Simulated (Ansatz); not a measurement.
## Axial (c/a) deformation path in Sn

All numbers below come from Ansatz, DFT PBEsol+D3(BJ), scalar-relativistic, plane waves, PAW. The runs took a 420 eV cutoff, a Γ-centred 26×26×26 mesh and Gaussian smearing (0.15 eV). No spin polarisation. Energies are free energies at this smearing, counted from the undisturbed cell; pressure is positive in compression.

Reference structure (relaxed at this level; this form isn't the usual structure):

```
CELL_PARAMETERS angstrom
-1.82215 1.73046 1.98682
1.82215 -1.73046 1.98682
1.82215 1.73046 -1.98682
ATOMIC_POSITIONS crystal
Sn 0.00000 0.00000 0.00000
```

At fixed volume and fractional coordinates, lengths along (0.000, 0.000, 1.000) are scaled against those across it; ρ is that ratio over its starting value. The cell is metallic on the mesh throughout.

```tsv
ρ	ΔE (meV/atom)	pressure (GPa)
0.850	0.8	-0.2
0.920	?	?
0.960	-0.7	-0.2
1.000	0.0	0.0
1.100	5.6	0.5
1.200	9.7	0.7
```

(1) Give the withheld values.

## Answers

(1) ΔE (meV/atom) at ρ = 0.920: 0.8; pressure (GPa) at ρ = 0.920: -0.2.

Cost: 6 runs of about 4.8 core-minutes in all, on Arm Neoverse V1 (shared hosts).